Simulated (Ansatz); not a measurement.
# MgZn₂S₃: stable or not

It was reached by relaxing an invented guess, and it needn't be the stable form of this composition.

These are results of DFT PBE, scalar-relativistic, plane waves, PAW in Ansatz, not measurements. Settings of the last relaxation (12-atom cell): 420 eV, 6×6×4 k points, Gaussian smearing of 0.02 eV, no spin polarisation.

```xyz
12
Lattice="6.7763 0.0000 0.0000 -3.3881 5.8684 0.0000 0.0000 0.0000 6.3823" Properties=species:S:1:pos:R:3 pbc="T T T"
Mg    3.3881    1.9561    6.3727
Mg    0.0000    3.9123    6.3727
Zn    2.2371    0.0000    3.1925
Zn   -1.1186    1.9374    3.1925
Zn    2.2696    3.9310    3.1925
Zn    0.0000    0.0000    6.3796
S     0.0000    0.0000    2.3726
S     3.3881    1.9561    2.4612
S     0.0000    3.9123    2.4612
S     2.1894    0.0000    5.5522
S    -1.0947    1.8961    5.5522
S     2.2934    3.9724    5.5522
```

The zero of energy is the elements' standard structures at the same level; no fitted shifts are applied.

**Question.** These tests were run: energy against the elements; random kick, then relaxation without symmetry; phonons at Γ; elastic tensor. What do they show?

**Answer.**

```json
{"test": "energy against the elements", "result": "−1.015 eV/atom"}
{"test": "random kick, then relaxation without symmetry", "result": "returns"}
{"test": "phonons at Γ", "result": "lowest optical mode 74 cm⁻¹"}
{"test": "elastic tensor", "result": "least eigenvalue 23 GPa"}
```

It fails none of these tests. Whether a mixture of other phases lies lower isn't tested here. Phonons away from Γ weren't computed.

The reference form of S is held partly by dispersion forces, which this level lacks. The kick test ran on a coarse mesh. The run for the phonons used a 6×6×4 k mesh. The run for the elastic tensor used a 6×6×4 k mesh.
